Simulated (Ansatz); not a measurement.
**How far is PAW off for CdF2?**

```yaml
crystal:
  lattice:
    - [0.00000, 2.74072, 2.74072]
    - [2.74072, 0.00000, 2.74072]
    - [2.74072, 2.74072, 0.00000]
  atoms:
    - { symbol: Cd, position: [0.00000, 0.00000, 0.00000] }
    - { symbol: F, position: [0.25000, 0.25000, 0.25000] }
    - { symbol: F, position: [0.75000, 0.75000, 0.75000] }
```

Atom numbers follow the list: Cd1, F2, F3.

The conventional cell has a = 5.481 Å, b = 5.481 Å, c = 5.481 Å, α = 90.00°, β = 90.00°, γ = 90.00°. Cd (atom 1) has 8 F at 2.37 Å as nearest neighbours. F (atom 2) is surrounded by 4 Cd at 2.37 Å.

The structure comes from a relaxation in the same program, started in the fluorite type, and has space group Fm-3m. Whether it is a known phase or the ground state wasn't checked.

Methods: DFT, PBE, PAW with Ansatz's default frozen-core files, scalar-relativistic (Ansatz 0.2.0); DFT, PBE, all-electron PAW with datasets made for the crystal, scalar-relativistic (Ansatz 0.2.0); DFT, PBE, all-electron LAPW, scalar-relativistic (Ansatz 0.2.0).

For PAW: a Γ-centred 11×11×11 k mesh, Fermi–Dirac smearing of 0.05 eV, cutoff 420 eV, no spin polarisation. The crystal-made all-electron datasets (AE datasets) take a cutoff of 320 eV at this cell. LAPW targets a basis error of 1 meV/atom. The Ansatz runs share mesh, smearing and spin set-up. Plane-wave (PAW) pressures include the program's estimate of the Pulay term.

Stress and pressure are positive in compression.

Levels count from the top of the valence band.

```tsv
quantity	PAW	AE datasets	LAPW
pressure (GPa)	0.00	-0.03	-0.03
band gap (eV)	2.915	2.910	2.910
highest filled level at U (eV)	-0.197	-0.197	-0.197
lowest empty level at U (eV)	7.559	7.558	7.558
highest filled level at W (eV)	0.000	0.000	0.000
lowest empty level at W (eV)	7.660	7.660	7.660
highest filled level at Γ (eV)	-0.558	-0.559	-0.559
lowest empty level at Γ (eV)	2.915	2.910	2.910
```

PAW's pressure differs from the LAPW value by +0.04 GPa.
